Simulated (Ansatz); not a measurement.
Sensitivity of the gradients in WS2 with vanadium replacing W to the input

Cell: a supercell of WS2 (space group P6_3/mmc) built from a COD entry, with the ions relaxed around the defect (PBE).

```cif
data_VW7S16
_symmetry_space_group_name_H-M 'P-6m2'
_symmetry_Int_Tables_number 187
_cell_length_a 6.3600
_cell_length_b 6.3600
_cell_length_c 12.5000
_cell_angle_alpha 90.000
_cell_angle_beta 90.000
_cell_angle_gamma 120.000
loop_
_atom_site_label
_atom_site_type_symbol
_atom_site_symmetry_multiplicity
_atom_site_Wyckoff_symbol
_atom_site_fract_x
_atom_site_fract_y
_atom_site_fract_z
V V 1 a 0.0000 0.0000 0.0000
W2 W 3 j 0.0006 0.5003 0.0000
W5 W 3 k 0.1666 0.8333 0.5000
W8 W 1 f 0.6666 0.3333 0.5000
S9 S 2 g 0.0000 0.0000 0.3745
S10 S 6 n 0.0001 0.5000 0.3745
S13 S 6 n 0.1635 0.8365 0.8779
S16 S 2 i 0.6667 0.3334 0.8754
```

One atom of each set is listed.

Reference run. Computed with Ansatz: DFT, PBE, plane waves and PAW, scalar-relativistic, collinear spin, 420 eV cutoff, Γ-centred 4×4×2 k-points, Fermi–Dirac smearing 0.01 eV. Start moments as typed (μB): 1 on each V, none on the rest.

Question: The input is changed as follows: `scf.n_extra_bands`: not typed → 2; `hamiltonian.pseudopotentials`: {kind: paw} → {kind: paw, source: ansatz}. What happens to V_zz (10²¹ V/m²) and η?

Answer: 

```csv
site,V_zz reference,η reference,V_zz changed,η changed
V,-2.30,0.00,-2.23,0.00
W2,-16.01,0.15,-15.45,0.14
W5,-17.12,0.00,-16.37,0.00
W8,-16.93,0.00,-16.19,0.00
S9,-4.44,0.00,-4.46,0.00
S10,-4.39,0.00,-4.41,0.00
S13,-4.33,0.18,-4.35,0.17
S16,-4.36,0.00,-4.38,0.00
```

The largest change of V_zz is on W5, from -17.12 to -16.37. In per cent, |V_zz| changes by -3 on V, -4 to -3 on W, 0 to +1 on S (all sites that start above 2). The cutoff that the program takes moves with it, from 420 to 840 eV. The changed run reads another set of PAW files, with 305 valence electrons a neutral cell instead of 207. New warnings: moment headroom below auto, near symmetry operation missed by atoms.

On the reference run: The defect repeats with the cell of 24 atoms, so it feels its images: sites between two images don't show the values beside a lone defect, and zeros or small values of η there can come from the images' arrangement. S and W carry a gradient in the pure host already, so the values there aren't the defect's effect alone. The centre was started off its lattice site, so that it could distort. The defect cell has no gap above 0.1 eV on its mesh, so the values can hang on the smearing and the k-mesh. Without spin–orbit coupling the gradients at and beside W can be off by some per cent, at some sites by more. The start moments die out, and the run ends without spin.
